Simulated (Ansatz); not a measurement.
Relaxation of a generated trial cell of ReSe2 in the AFLOW prototype A2B_oC12_63_2c_c (C49, as in ZrSi2); 6 atoms in the cell, which starts as Cmcm (No. 63), oS12; a = 4.033 Å, b = 15.916 Å, c = 3.968 Å, α = β = γ = 90.00°. Method: r2SCAN (plane waves to 500 eV, PAW, scalar-relativistic; Ansatz, a program for electronic structure). Γ-centred k-mesh 6×6×6 on the run's cell (coarser than for final values), Fermi–Dirac smearing 0.05 eV. This is the first round of the run. 

The optimiser's lines from the output (shortened; P is positive under compression):

```
relax step   1: F+E_penalty+E_count = -43664.43299850 eV  Δ(F+E_penalty+E_count) = +0.000e0 eV  max|allowed force component| = 1.586e0 eV/Å  Δτ_max = 0.0000 Å  P = -14.310 GPa  Ω = 127.352 Å³  (10 SCF iters, dr2 threshold 1.00e-7 eV, accepted)
relax step   2: F+E_penalty+E_count = -43665.96953753 eV  Δ(F+E_penalty+E_count) = -1.537e0 eV  max|allowed force component| = 1.376e0 eV/Å  Δτ_max = 0.1373 Å  P = -5.704 GPa  Ω = 112.956 Å³  (9 SCF iters, dr2 threshold 6.00e-7 eV, accepted)
relax step   3: F+E_penalty+E_count = -43667.02025000 eV  Δ(F+E_penalty+E_count) = -1.051e0 eV  max|allowed force component| = 2.171e0 eV/Å  Δτ_max = 0.1915 Å  P = +5.338 GPa  Ω = 104.820 Å³  (10 SCF iters, dr2 threshold 6.00e-7 eV, accepted)
relax step   4: F+E_penalty+E_count = -43667.98041249 eV  Δ(F+E_penalty+E_count) = -9.602e-1 eV  max|allowed force component| = 2.002e0 eV/Å  Δτ_max = 0.1959 Å  P = +8.582 GPa  Ω = 105.096 Å³  (10 SCF iters, dr2 threshold 6.00e-7 eV, accepted)
relax step   5: F+E_penalty+E_count = -43668.72266180 eV  Δ(F+E_penalty+E_count) = -7.422e-1 eV  max|allowed force component| = 8.383e-1 eV/Å  Δτ_max = 0.1902 Å  P = +7.688 GPa  Ω = 109.358 Å³  (10 SCF iters, dr2 threshold 6.00e-7 eV, accepted)
relax step   6: F+E_penalty+E_count = -43669.26109871 eV  Δ(F+E_penalty+E_count) = -5.384e-1 eV  max|allowed force component| = 8.670e-2 eV/Å  Δτ_max = 0.1686 Å  P = +2.665 GPa  Ω = 117.918 Å³  (7 SCF iters, dr2 threshold 6.00e-7 eV, accepted)
relax step   7: F+E_penalty+E_count = -43669.40972903 eV  Δ(F+E_penalty+E_count) = -1.486e-1 eV  max|allowed force component| = 2.546e-1 eV/Å  Δτ_max = 0.0786 Å  P = +0.498 GPa  Ω = 123.773 Å³  (7 SCF iters, dr2 threshold 6.00e-7 eV, accepted)
relax step   8: F+E_penalty+E_count = -43669.44204868 eV  Δ(F+E_penalty+E_count) = -3.232e-2 eV  max|allowed force component| = 2.338e-1 eV/Å  Δτ_max = 0.0650 Å  P = -0.289 GPa  Ω = 124.929 Å³  (6 SCF iters, dr2 threshold 6.00e-7 eV, accepted)
relax step   9: F+E_penalty+E_count = -43669.45247580 eV  Δ(F+E_penalty+E_count) = -1.043e-2 eV  max|allowed force component| = 1.083e-1 eV/Å  Δτ_max = 0.0289 Å  P = +0.038 GPa  Ω = 125.815 Å³  (6 SCF iters, dr2 threshold 6.00e-7 eV, accepted)
relax step  10: F+E_penalty+E_count = -43669.45362328 eV  Δ(F+E_penalty+E_count) = -1.147e-3 eV  max|allowed force component| = 3.856e-3 eV/Å  Δτ_max = 0.0037 Å  P = +0.095 GPa  Ω = 125.629 Å³  (5 SCF iters, dr2 threshold 6.00e-7 eV, accepted)
relax step  11: F+E_penalty+E_count = -43669.45367544 eV  Δ(F+E_penalty+E_count) = -5.216e-5 eV  max|allowed force component| = 1.125e-2 eV/Å  Δτ_max = 0.0024 Å  P = -0.044 GPa  Ω = 125.825 Å³  (6 SCF iters, dr2 threshold 5.58e-8 eV, accepted)
relax step  12: F+E_penalty+E_count = -43669.45369215 eV  Δ(F+E_penalty+E_count) = -1.671e-5 eV  max|allowed force component| = 1.679e-4 eV/Å  Δτ_max = 0.0010 Å  P = -0.000 GPa  Ω = 125.778 Å³  (5 SCF iters, dr2 threshold 7.91e-9 eV, accepted)
relax step  13: F+E_penalty+E_count = -43669.45351951 eV  Δ(F+E_penalty+E_count) = +1.726e-4 eV  max|allowed force component| = 2.444e-4 eV/Å  Δτ_max = 0.0000 Å  P = +0.002 GPa  Ω = 125.778 Å³  stress off target by 2.08e-3 GPa  SCF on the basis re-selected at this cell (its energy is not comparable with the rows above)  (7 SCF iters)
```

From the first to the last row the energy changes by -0.84 eV/atom and the volume by -1.2 %. The last row is marked as not comparable with the walk above it, whose basis was carried along; it does compare with step 1, since both stand on a basis selected at the nominal cutoff for their own cell.

Later rounds, restarted from the end of this one on a renewed k-mesh, logged 5 more steps and released under 0.01 eV/atom more. The final structure after all rounds: Cmcm (No. 63), oS12; a = 3.926 Å, b = 16.351 Å, c = 3.919 Å, α = 90.00°, β = 90.00°, γ = 90.00°. Between re-selections the logged energies stand on a plane-wave basis carried along with the cell. No spin polarisation in the result.

The run could not lose the symmetry of its start, so the end can be a saddle point.

The relaxed structure here is a generated cell of ReSe2: the first start was made by placing the elements on the sites of a structure type, and the end was not matched to a known phase here, so it may be hypothetical.
